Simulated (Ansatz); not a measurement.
## Rh (Fm-3m), stationary points along a deformation path

Method: DFT PBEsol, scalar-relativistic, plane waves, PAW in Ansatz. Cutoff 420 eV, Γ-centred 24×24×24 k-points, Gaussian smearing of 0.15 eV. No spin polarisation. Energies are free energies at this smearing, counted from the undisturbed cell; pressure is positive in compression.

Zero of the scan (as given, not relaxed at this level; it stands at -5.1 GPa):

```xyz
1
Lattice="0.0000 1.9016 1.9016 1.9016 0.0000 1.9016 1.9016 1.9016 0.0000" Properties=species:S:1:pos:R:3 pbc="T T T"
Rh    0.0000    0.0000    0.0000
```

At fixed volume and fractional coordinates, lengths along (0.000, 0.000, 1.000) are scaled against those across it; ρ is that ratio over its starting value. V = 13.752 Å³/atom. Δσ is the stress along the axis less the mean stress across it (compression positive).

```
    ρ  ΔE (meV/atom)  Δσ (GPa) space group
0.650          324.4    -19.52       I4/mmm
0.707          381.9     -0.05        Im-3m
0.780          299.8     25.75       I4/mmm
0.850          157.1     28.90       I4/mmm
0.920           46.5     18.51       I4/mmm
0.960           11.6      9.81       I4/mmm
1.000            0.0      0.00        Fm-3m
1.050           17.4    -12.56       I4/mmm
1.100           66.9    -24.53       I4/mmm
1.200          235.1    -41.30       I4/mmm
1.300          451.7    -53.82       I4/mmm
1.414          750.0    -70.75       I4/mmm
1.500         1010.9    -83.71       I4/mmm
```

How does the stress give the slope of the energy, and where is the energy stationary?

Along the path d ln(length) is 2/3 d ln ρ on the axis and −1/3 d ln ρ across it, so dE/d ln ρ = −(2/3) V Δσ: the energy falls with ρ where Δσ is positive. Δσ vanishes or changes sign at ρ = 0.707 (Im-3m), a maximum at 381.9 meV/atom; at ρ = 1.000 (Fm-3m), a minimum at 0.0 meV/atom. Pairs of stationary points between two samples would go unseen, and could change a minimum read from distant neighbours into a maximum. At ρ = 0.707, 1.000 the cell is cubic, where symmetry alone makes the stress isotropic and the slope zero.

Which shear constant sets the curvature at ρ = 1?

For a cubic crystal E/V = (2/3) C (ln ρ)² with C = C′ = (C11 − C12)/2, so Δσ = −2C ln ρ. The parabola of Δσ against ln ρ through ρ = 0.960, 1 and 1.050 gives C ≈ 124 GPa with the ions clamped, rough because the steps are large. It is the stress–strain coefficient at this cell's pressure of -5.1 GPa, not the zero-pressure constant.

Integrate that slope from ρ = 1 to 1.200 by the trapezoid rule.

With V/N in Å³ and 1 eV/Å³ = 160.2 GPa the slopes at ρ = 1.000, 1.050, 1.100, 1.200 are 0, 719, 1404, 2363 meV/atom per unit of ln ρ. The steps add 17.5 + 49.4 + 163.9 = 230.8 meV/atom, against 235.1 from the energies; the trapezoid rule misses the curvature of the slope within each step.

In a metal these slopes depend on the k mesh and the smearing.